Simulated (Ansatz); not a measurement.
A: AlP (zinc blende), a = b = c = 5.5073 Å, α = β = γ = 90.00°
B: Ni (fcc, Cu type), a = b = c = 3.5188 Å, α = β = γ = 90.00°
C: GaN (zinc blende), a = 4.5488 Å, b = 4.5488 Å, c = 4.5488 Å, α = 90.00°, β = 90.00°, γ = 90.00°

Scan: energy against volume (even scaling of the relaxed cell, symmetry kept). One method and one kind of scan serve all of them; meshes and ranges differ. All were relaxed with their symmetry unable to fall. Relaxed Ni ends ferromagnetic. The PAW data are Ansatz's earlier set. Other magnetic orders were not checked, so this need not be the ground state. (This holds for the magnetic or f-shell members.)

### Question
Order them by bulk modulus (fitted) (lowest first) at the level PBE (plane waves to 420 eV, PAW, scalar-relativistic; Ansatz, a quantum-chemistry and plane-wave program).

### Answer
A (82.6 GPa), C (172 GPa), B (197 GPa)

(A scan under strain: stresses follow from slopes of the energy per volume, elastic moduli from its curvatures.)
